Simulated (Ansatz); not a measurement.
Here is the system:

CuAsPbO4:
```yaml
crystal:
  lattice:
    - [-0.60356, -5.81355, 0.00000]
    - [-4.86589, 0.00000, 0.00000]
    - [-2.06779, -1.42287, -7.59171]
  atoms:
    - { symbol: Cu, position: [0.19100, 0.62316, 0.00555] }
    - { symbol: Cu, position: [0.80900, 0.37684, 0.99445] }
    - { symbol: As, position: [0.20074, 0.42342, 0.68514] }
    - { symbol: As, position: [0.79926, 0.57658, 0.31486] }
    - { symbol: Pb, position: [0.70822, 0.93558, 0.67977] }
    - { symbol: Pb, position: [0.29178, 0.06442, 0.32023] }
    - { symbol: O, position: [0.96649, 0.23554, 0.80857] }
    - { symbol: O, position: [0.03351, 0.76446, 0.19143] }
    - { symbol: O, position: [0.62717, 0.77492, 0.43976] }
    - { symbol: O, position: [0.37283, 0.22508, 0.56024] }
    - { symbol: O, position: [0.63273, 0.50881, 0.17882] }
    - { symbol: O, position: [0.36727, 0.49119, 0.82118] }
    - { symbol: O, position: [0.90589, 0.27013, 0.43686] }
    - { symbol: O, position: [0.09411, 0.72987, 0.56314] }
```

This is the r²SCAN-relaxed structure. Tensor components refer to the Cartesian frame of this cell.

Q: All from plane-wave PAW r²SCAN (Ansatz code), unless another level is named. Predict the smallest direct gap on the standard path.

A: 2.31 eV.

Q: Next, the band gap?

A: 2.22 eV (indirect).

Q: Predict the conduction-band minimum.

A: at Y (k = 0.000, 0.500, 0.000 in fractions of the reciprocal vectors).

Space group P-1. The first step of the workflow began from a Materials Project structure, measured or hypothetical; the Crystallography Open Database copy checked does not list it. Entries of such low symmetry are often ordered models of mixed-site phases. Its standing as an ambient phase is unchecked. The r²SCAN relaxation kept the symmetry of its start; whether a distortion lowers the energy is not shown. The run is not spin-polarised. No Hubbard U is applied. Spin–orbit coupling is left out wherever it is not named.

Potentials: the later of the program's two PAW sets.
